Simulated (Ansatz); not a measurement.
The start is a relaxed Pd cell displaced along its unstable phonon at q = Γ (77i cm⁻¹), largest move 0.15 Å. A full variable-cell relaxation at zero pressure is run with PBEsol (plane waves to 420 eV, PAW, scalar-relativistic; Ansatz, an electronic-structure program). First-step values are on the input's coarse k-mesh.

Ansatz input (later rounds restart from its end on a renewed k-mesh):
Ansatz 0.2 input:
```yaml
crystal:
  lattice:
    - [4.4264382112, 0, 0]
    - [-2.2132191056, 3.8334079392, 0]
    - [0, 0, 2.6306037332]
  atoms:
    - { symbol: Pd, position: [0, 0, 0] }
    - { symbol: Pd, position: [0.3333333333, 0.6666666667, 0.557021131] }
    - { symbol: Pd, position: [0.6666666667, 0.3333333333, 0.442978869] }
basis: { ecutwfc: 420, ecutrho_ratio: 4, xc_grid: 2, fft_grid_basis: typed }
kpoints: { mp_grid: { grid: [9, 9, 12] } }
hamiltonian:
  xc: pbesol
  dispersion: none
  pseudopotentials: { kind: paw }
scf: { occupations: { method: fermi_dirac, width: 0.05 } }
relax: { f_tol: 0.01, max_steps: 100, cell: { stress_tol: 0.02 } }
output: { forces: true, stress: true }
```

| Quantity | Result |
|---|---|
| Largest initial force | 0.27 eV/Å, on Pd2, Pd3 (atoms numbered as listed) |
| Energy released | 0.05 eV/atom |
| Volume change | -1.4 %, from 14.88 to 14.67 Å³/atom |
| Relative to the parent | It does not go back: it reaches Im-3m (No. 229), bcc (W type), 0.07 eV/atom below the parent |
| Shortest distances (start → end) | The closest pairs of elements (up to four, under 3.6 Å), start → end: Pd–Pd 2.57 → 2.67 Å |
| Band gap at the end | no gap (metallic) |
| Optimiser moves | 8 |

The end point of the relaxation:

```cif
data_Pd2
_chemical_formula_sum 'Pd2'
_space_group_name_H-M_alt 'Im-3m'
_space_group_IT_number 229
_space_group_name_Hall '-I 4 2 3'
_cell_length_a 3.08423
_cell_length_b 3.08423
_cell_length_c 3.08423
_cell_angle_alpha 90.000
_cell_angle_beta 90.000
_cell_angle_gamma 90.000
loop_
_atom_site_label
_atom_site_type_symbol
_atom_site_symmetry_multiplicity
_atom_site_Wyckoff_symbol
_atom_site_fract_x
_atom_site_fract_y
_atom_site_fract_z
_atom_site_occupancy
Pd1 Pd 2 a 0.00000 0.00000 0.00000 1
```
(The calculation used a cell of 1 atom; values per cell refer to that cell.)

Final values are on a 21×21×21 k-mesh of the relaxed cell. No spin polarisation in the result.

The run could not lose the symmetry of its start: the end is stationary, and may be a saddle point rather than a minimum.

The relaxed structure here is a generated cell of Pd: the first start was made by placing the elements on the sites of a structure type, and the end was not matched to a known phase here, so it may be hypothetical. Known forms of Pd include space group No. 225.
